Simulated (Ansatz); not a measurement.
# Data sheet: CaTiO₃ (DFT)

CaTiO₃:
```
CaTiO3
1.0
    5.43755     0.00000     0.00000
    0.00000     7.59242     0.00000
    0.00000     0.00000     5.33579
Ca Ti O
4 4 12
Cartesian
  2.95906   5.69431   2.71851
  2.47850   1.89810   2.61728
  5.19727   1.89810   0.05061
  0.24028   5.69431   5.28518
  2.71878   3.79621   0.00000
  0.00000   3.79621   2.66790
  0.00000   0.00000   2.66790
  2.71878   0.00000   0.00000
  2.60964   5.69431   0.42250
  2.82791   1.89810   4.91329
  0.10913   1.89810   3.09039
  5.32842   5.69431   2.24540
  4.29974   7.27628   4.22254
  1.13781   0.31614   1.11325
  3.85659   0.31614   1.55465
  1.58096   7.27628   3.78114
  1.58096   4.11235   3.78114
  3.85659   3.48007   1.55465
  1.13781   3.48007   1.11325
  4.29974   4.11235   4.22254
```

Space group Pnma (No. 62); conventional cell a = 5.438 Å, b = 7.592 Å, c = 5.336 Å, α = 90.00°, β = 90.00°, γ = 90.00°.

Method: DFT-PBEsol in the program Ansatz with PAW potentials. Structure relaxed to zero pressure with the same functional. Other levels are named where they apply.

Cell and energy:

```yaml
volume_per_atom: 11.01 Å³
density: 4.10 g/cm³
Formation energy from the elements (no fitted shifts): -3.21 eV/atom
```

Electronic structure:

```yaml
band_gap: 2.43 eV (direct)
valence_band_maximum: at Γ
conduction_band_minimum: at Γ
Electron effective mass, band 1 of 2 at the edge: 0.68 along x, 0.85 along y, 0.74 along z (mₑ)
Electron effective mass, band 2 of 2 at the edge: 0.75 along x, 0.50 along y, 0.93 along z (mₑ)
hole_effective_mass: 0.38, 0.85, 2.2 mₑ (principal values)
HSE06 gap on the PBEsol cell: 3.94 eV
```

Mechanics:

```yaml
Bulk modulus (Birch–Murnaghan fit): 186 GPa
Pressure derivative B′: 4.3
Elastic constants (relaxed ions, GPa): C11 = 321, C22 = 341, C33 = 311, C12 = 109, C13 = 133, C23 = 110, C44 = 107, C55 = 109, C66 = 120
mechanical_stability: stable (all eigenvalues of C positive)
hill_bulk_and_shear_moduli: 186 and 108 GPa
Young's modulus: 272 GPa
Poisson's ratio: 0.26
debye_temperature_from_the_elastic_constants: 764 K
```

Phonons:

```yaml
Highest zone-centre frequency (without LO–TO term): 799 cm⁻¹
zone_centre_stability: no imaginary mode at Γ
dynamical_stability_on_the_path: stable (no imaginary branch)
zero_point_energy: 63.0 meV/atom
Vibrational entropy at 300 K: 19.4 J/(K·mol of atoms)
```

The first step of the workflow began from a Materials Project structure, measured or hypothetical; the Crystallography Open Database files this formula in space group No. 62, but the cells were not matched. Its standing as an ambient phase is unchecked. Symmetry was held in the PBEsol relaxation. The run is not spin-polarised. The references are the lowest solids computed at this level, not always the standard phases (solids in place of the gases).

Potentials: the earlier of the program's two PAW sets. The files were generated under PBE; for other functionals the program regenerates the frozen cores, and for LDA and PBEsol the local potential too.
